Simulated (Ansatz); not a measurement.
SiS$_{2}$:
```yaml
crystal:
  lattice:
    - [-2.77731, 2.77731, 4.34815]
    - [2.77731, -2.77731, 4.34815]
    - [2.77731, 2.77731, -4.34815]
  atoms:
    - { symbol: Si, position: [0.75000, 0.25000, 0.50000] }
    - { symbol: Si, position: [0.00000, 0.00000, 0.00000] }
    - { symbol: S, position: [0.09261, 0.12500, 0.46761] }
    - { symbol: S, position: [0.87500, 0.34261, 0.96761] }
    - { symbol: S, position: [0.65739, 0.62500, 0.53239] }
    - { symbol: S, position: [0.37500, 0.90739, 0.03239] }
```

Relaxed with r²SCAN.

Question: Give the Bader charges and basin volumes of the independent atoms, r²SCAN in the plane-wave PAW code Ansatz.

Answer: 

```tsv
atom	Bader charge (e)	Bader volume (Å³)
Si1	+2.67	5.9
S3	-1.33	30.6
```

Space group I-42d. The first step of the workflow began from a Materials Project structure, measured or hypothetical; the Crystallography Open Database files this formula in space group No. 122, but the cells were not matched. Its standing as an ambient phase is unchecked. The cell was relaxed with r²SCAN under the symmetry of its start; whether a distortion lowers the energy is not shown.

Potentials: the later of the program's two PAW sets.
